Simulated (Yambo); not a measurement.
Yambo run on C (space group R-3m, No. 166). The wavefunctions are LDA (Quantum ESPRESSO, PseudoDojo norm-conserving, 82 Ry, scalar-relativistic) ones on a 6×6×6 mesh (8 occupied bands); a = 8.404 Å, b = 8.404 Å, c = 8.404 Å, α = 16.88°, β = 16.88°, γ = 16.88°.

Yambo input:

```
rim_cut
gw0
dyson
el_el_corr
HF_and_locXC
ppa
em1d
RandQpts= 1000000
RandGvec= 1 Ry
EXXRLvcs= 82 Ry
VXCRLvcs= 328 Ry
Chimod= "HARTREE"
% BndsRnXp
 1 | 18 |
%
NGsBlkXp= 5 Ry
% LongDrXp
 1.0 | 1.0 | 1.0 |
%
PPAPntXp= 27.2114 eV
% GbndRnge
 1 | 18 |
%
GTermKind= "BG"
DysSolver= "n"
ExtendOut
% QPkrange
 12 | 12 | 9 | 9 |
 25 | 25 | 8 | 9 |
%
```

k points by index: 12 = (0, 0.333, -0.333), 25 = (0.167, -0.5, -0.167).

Table of the .qp output:

```
#    K-point    Band    Eo [eV]    E [eV]    E-Eo [eV]    Vxc [eV]    Vnlxc [eV]    Sc|Eo [eV]    Sc|E [eV]    dSc/dw|Eo [eV]    Re(Z)    Im(Z)
#
    12    9    0.190979    1.040601    0.849622    -14.04895    -11.37920    -1.563425    -1.820137    -8.221059    0.767975    -0.001912
    25    8    0.000000    0.648369    0.648369    -13.82876    -13.51510    0.529080    0.334711    -8.157915    0.769346    -0.001906
    25    9    0.190988    1.043496    0.852508    -14.04897    -11.37900    -1.559874    -1.817462    -8.221183    0.767972    -0.001912
```
(The two width columns are left out.) Convergence of these settings isn't established.

Geometry of the Materials Project entry, not relaxed at this level.

This is not the ordinary phase of the substance.

The distance between layers or molecules is the database entry's, not relaxed here. Functionals without dispersion can leave it too large, which widens gaps and weakens the response across layers: the numbers belong to this cell.
